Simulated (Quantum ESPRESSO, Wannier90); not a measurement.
## Wannierisation of FePt (P4/mmm)

```
begin unit_cell_cart
ang
    2.7280000000    0.0000000000    0.0000000000
    0.0000000000    2.7280000000    0.0000000000
    0.0000000000    0.0000000000    3.7373600000
end unit_cell_cart
begin atoms_frac
Fe   0.0000000000  0.0000000000  0.0000000000
Pt   0.5000000000  0.5000000000  0.5000000000
end atoms_frac
```

Materials Project entry mp-2260; symmetrised, unrelaxed at this level. COD (Crystallography Open Database) has an entry of this formula and space group (matched by these alone). Level: PBEsol, spinors with spin-orbit coupling, ferromagnetic start along z; pw.x of Quantum ESPRESSO at 72 Ry with PseudoDojo potentials, 6×6×6 k-points, Wannier90. Density: 16×16×12 mesh, cold smearing 0.01 Ry. Only the ferromagnetic state was computed; other magnetic orders were not tried.

A tight-binding model is made by disentanglement and projection with no localisation steps (num_iter = 0), so the 36 orbitals stay atom-like: hydrogen-like Fe: s;p;d; Pt: s;p;d, axes along x, y, z; frozen window up to 3.00 eV relative to the Fermi level. It follows pw.x to 8.4 meV rms for states up to 1.0 eV relative to the Fermi level. Matrix elements depend on this choice of orbitals and windows.

The 30 largest hoppings ⟨m,0|H|n,R⟩ between different sites (one of each Hermitian pair; signs follow the real orbitals' lobes; the list may end inside a set of equal values):

| m | n | R | distance of the centres (Å) | t (eV) | Im t (eV) |
|---|---|---|---|---|---|
| Pt2 py↓ | Pt2 py↓ | 0 1 0 | 2.73 | 3.341 | 0.000 |
| Pt2 px↓ | Pt2 px↓ | 1 0 0 | 2.73 | 3.341 | 0.000 |
| Pt2 py↑ | Pt2 py↑ | 0 1 0 | 2.73 | 3.308 | 0.000 |
| Pt2 px↑ | Pt2 px↑ | 1 0 0 | 2.73 | 3.308 | 0.000 |
| Fe1 py↓ | Fe1 py↓ | 0 1 0 | 2.73 | 3.184 | 0.000 |
| Fe1 px↓ | Fe1 px↓ | 1 0 0 | 2.73 | 3.184 | 0.000 |
| Fe1 py↑ | Fe1 py↑ | 0 1 0 | 2.73 | 3.110 | 0.000 |
| Fe1 px↑ | Fe1 px↑ | 1 0 0 | 2.73 | 3.110 | 0.000 |
| Pt2 s↓ | Pt2 py↓ | 0 1 0 | 2.73 | 1.992 | 0.000 |
| Pt2 py↓ | Pt2 s↓ | 0 1 0 | 2.73 | -1.992 | 0.000 |
| Pt2 s↓ | Pt2 px↓ | 1 0 0 | 2.73 | 1.992 | 0.000 |
| Pt2 px↓ | Pt2 s↓ | 1 0 0 | 2.73 | -1.992 | 0.000 |
| Pt2 s↑ | Pt2 py↑ | 0 1 0 | 2.73 | 1.966 | 0.000 |
| Pt2 py↑ | Pt2 s↑ | 0 1 0 | 2.73 | -1.966 | 0.000 |
| Pt2 s↑ | Pt2 px↑ | 1 0 0 | 2.73 | 1.966 | 0.000 |
| Pt2 px↑ | Pt2 s↑ | 1 0 0 | 2.73 | -1.966 | 0.000 |
| Fe1 s↓ | Fe1 py↓ | 0 1 0 | 2.73 | 1.777 | 0.000 |
| Fe1 py↓ | Fe1 s↓ | 0 1 0 | 2.73 | -1.777 | 0.000 |
| Fe1 s↓ | Fe1 px↓ | 1 0 0 | 2.73 | 1.777 | 0.000 |
| Fe1 px↓ | Fe1 s↓ | 1 0 0 | 2.73 | -1.777 | 0.000 |
| Fe1 s↑ | Fe1 py↑ | 0 1 0 | 2.73 | 1.740 | 0.000 |
| Fe1 py↑ | Fe1 s↑ | 0 1 0 | 2.73 | -1.740 | 0.000 |
| Fe1 s↑ | Fe1 px↑ | 1 0 0 | 2.73 | 1.740 | 0.000 |
| Fe1 px↑ | Fe1 s↑ | 1 0 0 | 2.73 | -1.740 | 0.000 |
| Pt2 pz↓ | Fe1 s↓ | 0 0 0 | 2.69 | 1.489 | 0.000 |
| Pt2 pz↓ | Fe1 s↓ | 0 0 1 | 2.69 | -1.489 | 0.000 |
| Pt2 pz↓ | Fe1 s↓ | 0 1 0 | 2.69 | 1.489 | 0.000 |
| Pt2 pz↓ | Fe1 s↓ | 0 1 1 | 2.69 | -1.489 | 0.000 |
| Pt2 pz↓ | Fe1 s↓ | 1 0 0 | 2.69 | 1.489 | 0.000 |
| Pt2 pz↓ | Fe1 s↓ | 1 0 1 | 2.69 | -1.489 | 0.000 |
